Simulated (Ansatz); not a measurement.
Relaxed-ion elastic tensor of AlV2C in space group P6_3/mmc (No. 194; Al on 2c, V on 4f, C on 2a) in GPa (Voigt order), r²SCAN in the plane-wave PAW code Ansatz; density 4.94 g/cm³, 11.83 Å³ per atom.

|  | 1 | 2 | 3 | 4 | 5 | 6 |
|---|---|---|---|---|---|---|
| 1 | 353 | 91.1 | 107 | 0.0 | 0.0 | 0.0 |
| 2 | 91.1 | 353 | 107 | 0.0 | 0.0 | 0.0 |
| 3 | 107 | 107 | 348 | 0.0 | 0.0 | 0.0 |
| 4 | 0.0 | 0.0 | 0.0 | 159 | 0.0 | 0.0 |
| 5 | 0.0 | 0.0 | 0.0 | 0.0 | 159 | 0.0 |
| 6 | 0.0 | 0.0 | 0.0 | 0.0 | 0.0 | 131 |

Is the crystal mechanically stable?

Yes: the smallest eigenvalue of C is 131 GPa.

Work out the Voigt, Reuss and Hill averages.

K_V = 185, K_R = 185, K_H = 185; G_V = 140, G_R = 138, G_H = 139 GPa.

Give Young's modulus, Poisson's ratio, Pugh's ratio and the universal anisotropy index.

E = 9KG/(3K + G) = 333 GPa; ν = 0.20; K/G = 1.33 (brittle by the Pugh limit of 1.75); A_U = 5G_V/G_R + K_V/K_R − 6 = 0.07.

Estimate the sound speeds and the Debye temperature.

v_l = √((K + 4G/3)/ρ) = 8650 m/s, v_t = √(G/ρ) = 5300 m/s, mean 5850 m/s; Θ = (h/k)(3n/4πV)^(1/3) v_m = 764 K.

Solve the Christoffel equation for the three sound speeds along x, y, z.

Eigenvalues of C_ijkl n_j n_l equal ρv². In km/s, slowest first: x 5.14, 5.67, 8.45; y 5.14, 5.67, 8.45; z 5.67, 5.67, 8.39.

How much does each axis shrink under pressure?

Linear compressibilities β_i = Σ_j S_ij (j = 1 to 3): x 1.8, y 1.8, z 1.7 per TPa.

The cell was relaxed with r²SCAN under the symmetry of its start. No spin polarisation was allowed. As this level gives no gap, shear constants depend on the k-mesh and smearing (Fermi–Dirac, 0.1 eV here).

Potentials: the later of the program's two PAW sets.
